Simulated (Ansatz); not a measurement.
Ge$_{3}$N$_{4}$ in space group P6_3/m (No. 176; Ge on 6h, N on 2c, N on 6h), plane-wave PAW PBE (Ansatz code), all energies at zero smearing, with the estimated change up to a 700 eV cutoff added, with one set of potentials and settings (totals compare only within such a set). Cell of 14 atoms (6 Ge, 8 N): -28842.048 eV.

```json
[
 {"element": "Ge", "reference phase": "Fd-3m, 2 atoms in the cell", "E (eV/atom)": "-4294.9907"},
 {"element": "N", "reference phase": "Pa-3, 8 atoms in the cell", "E (eV/atom)": "-384.0342"}
]
```

Formation energy per atom, worked out: (-28842.048 − 6×(-4294.9907) − 8×(-384.0342))/14 = 0.012 eV/atom (1 kJ per mol of atoms), at 0 K, without zero-point energy or fitted corrections.

The PBE relaxation kept the symmetry of its start. The references are the lowest solids computed at this level, not always the standard phases (solids in place of the gases).

Potentials: the earlier of the program's two PAW sets.
